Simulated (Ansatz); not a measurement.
The start is a generated cell, Ta built in the AFLOW prototype A_oC4_63_c (A20). Cell shape, volume and atoms are optimised at zero target pressure with PBEsol (plane waves to 420 eV, PAW, scalar-relativistic; Ansatz, a program for electronic structure). The first steps use a coarse 13×13×7 k-mesh.

Input geometry:
```
Ta
1.0
    1.36339    -2.81311     0.00000
    1.36339     2.81311     0.00000
    0.00000     0.00000     4.72767
Ta
2
Direct
  0.89772   0.10228   0.25000
  0.10228   0.89772   0.75000
```

Q: Which atoms feel the largest initial force, and how large is it?

A: 1.24 eV/Å, on Ta1, Ta2 (atoms numbered as listed).

Q: By how much does the energy per atom fall from start to end?

A: 0.16 eV/atom.

Q: Is the relaxed structure metallic? Give its gap.

A: Zero (metallic).

The space group stays Cmcm (No. 63) (the run could not lower it); the end is AFLOW prototype A_oC4_63_c (A20), with 2 atoms in the primitive cell. Final values are on a 19×19×10 k-mesh of the relaxed cell. No spin polarisation in the result.

The run could not lower the symmetry of its start; a shaken copy of this end point relaxes with PBEsol to Im-3m (No. 229), 0.22 eV/atom lower.

The relaxed structure here is a generated cell of Ta: the first start was made by placing the elements on the sites of a structure type, and the end was not matched to a known phase here, so it may be hypothetical. Known forms of Ta include space group No. 229.
